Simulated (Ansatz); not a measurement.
Calculated O-17 NMR of the central transition for SiO2 at a changed volume

Cell: a structure deposited in the COD, relaxed with PBE at fixed cell and then changed (volume scaled by 0.98, ions relaxed).

Space group P4_2/mnm (No. 136); a = 4.1387, c = 2.6466 Å.

```csv
site,Wyckoff,site symmetry,x,y,z
Si,2a,m.mm,0.0000,0.0000,0.0000
O,4f,m.2m,0.3046,0.3046,0.0000
```

One atom of each set is listed.

The numbers come from a DFT calculation in Ansatz (PBE, plane waves and PAW, scalar-relativistic, 420 eV cutoff, Γ-centred 7×7×11 k-points, Fermi–Dirac smearing 0.02 eV).

O-17 has I = 5/2 and Q = -25.58 mb (Pyykkö 2018); at 7.05 T its Larmor frequency is ν₀ = 40.7 MHz. Only the quadrupole interaction is simulated: positions count from each site's isotropic chemical shift, and J coupling is left out, as are shift anisotropy and dipolar coupling, which fast spinning averages.

Simulated pattern of one O site (fast magic-angle spinning, Gaussian broadening 0.5 kHz):

offset (kHz), height and a bar:
```
   -17.61          0 
   -16.88          4 #
   -16.15          8 ##
   -15.42          8 ##
   -14.68          8 ##
   -13.95          8 ###
   -13.22          9 ###
   -12.48          9 ###
   -11.75         17 #####
   -11.02         52 ###############
   -10.28         81 ########################
    -9.55         86 ##########################
    -8.82         64 ###################
    -8.09         58 #################
    -7.35         56 #################
    -6.62         56 #################
    -5.89         58 #################
    -5.15         62 ###################
    -4.42         72 #####################
    -3.69        100 ##############################
    -2.95         95 #############################
    -2.22         70 #####################
    -1.49         23 #######
    -0.76          0
```

Task: Which |C_Q| and η does the pattern imply?

Result: The pattern spans 15.4 kHz before broadening and its centre of gravity is at -6.82 kHz, which fixes P_Q; the places of the horns and steps fix η. That gives P_Q = 6.80 MHz, |C_Q| = 6.76 MHz and η = 0.18. The sign of C_Q can't be read from the pattern.

At O V_zz stands upright on the plane through its three neighbours (within 1°).

At this changed cell the PBE pressure is 20 GPa.
